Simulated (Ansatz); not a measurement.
A geometry of MgZn$_{2}$ away from equilibrium: step 5 of the relaxation of a randomly generated symmetric cell of MgZn2 (space group No. 187). All values below come from PBEsol (plane waves to 420 eV, PAW, scalar-relativistic; Ansatz, a first-principles code). Γ-centred k-mesh 12×12×5 on the run's cell (coarser than for final values), Fermi–Dirac smearing 0.05 eV. The plane waves were selected for a different cell earlier on the path.

```
CELL_PARAMETERS angstrom
      3.22619     0.00000     0.00000
     -1.61310     2.79397     0.00000
      0.00000     0.00000     6.49111
ATOMIC_POSITIONS crystal
  Mg 0.00000 0.00000 0.00000
  Zn 0.66667 0.33333 0.30850
  Zn 0.66667 0.33333 0.69150
```

### Question
Give the Cartesian forces on all atoms (eV/Å).

### Answer
| atom | Fx | Fy | Fz |
|---|---|---|---|
| Mg1 | 0.00 | 0.00 | 0.00 |
| Zn2 | 0.00 | 0.00 | 0.58 |
| Zn3 | 0.00 | 0.00 | -0.58 |

The path ends in P-6m2 (No. 187). No spin polarisation in the result.

The run could not lose the symmetry of its start.

The first start was generated by a random draw of sites in a space group. Materials Project lists a structure of MgZn2 in the same space group, P-6m2 (No. 187); the sites were not compared with it, nor with measured phases. Known forms of MgZn2 include space group No. 194.
